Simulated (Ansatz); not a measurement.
**SiO2, first-principles data**

SiO2:
```xyz
9
Lattice="5.0594 0.0000 0.0000 -2.5297 4.3816 0.0000 0.0000 0.0000 5.5408" Properties=species:S:1:pos:R:3 pbc="T T T"
Si    -1.2648     2.1908     1.8469
Si     2.5297     0.0000     0.0000
Si     1.2648     2.1908     3.6939
O      0.9493     3.4691     4.6173
O      2.5297     2.5566     2.7704
O     -0.9493     3.4691     0.9235
O      1.5804     0.9125     4.6173
O      0.0000     1.8249     2.7704
O      3.4790     0.9125     0.9235
```

Space group P6_422 (No. 181); conventional cell a = b = 5.059 Å, c = 5.541 Å, α = β = 90.00°, γ = 120.00°.

Method: plane-wave PAW r²SCAN (Ansatz code). The cell and atoms are relaxed at this level. Other levels are named where they apply.

Cell and energy:

```yaml
volume_per_atom: 13.65 Å³
density: 2.44 g/cm³
Formation energy from the elements (no fitted shifts): -2.98 eV/atom
```

Electronic structure:

```yaml
band_gap: 6.29 eV (indirect)
valence_band_maximum: on the Γ–A line, 85 % of the way from Γ
conduction_band_minimum: at Γ
smallest_direct_gap_on_the_standard_path: 6.49 eV
electron_effective_mass: 0.52 mₑ (isotropic)
hole_effective_mass: 2.3, 3.0, 3.0 mₑ (principal values)
HSE06 gap on the r²SCAN cell: 7.50 eV
```

Mechanics:

```yaml
Bulk modulus (Birch–Murnaghan fit): 144 GPa
Pressure derivative B′: 2.2
```

Charges:

```yaml
bader_charges: Si +3.37, O -1.69 e
```

This is a known high-temperature phase of the composition, computed here at zero pressure and temperature. The r²SCAN relaxation kept the symmetry of its start; whether a distortion lowers the energy is not shown. The references are the lowest solids computed at this level, not always the standard phases (solids in place of the gases).

Potentials: the later of the program's two PAW sets.
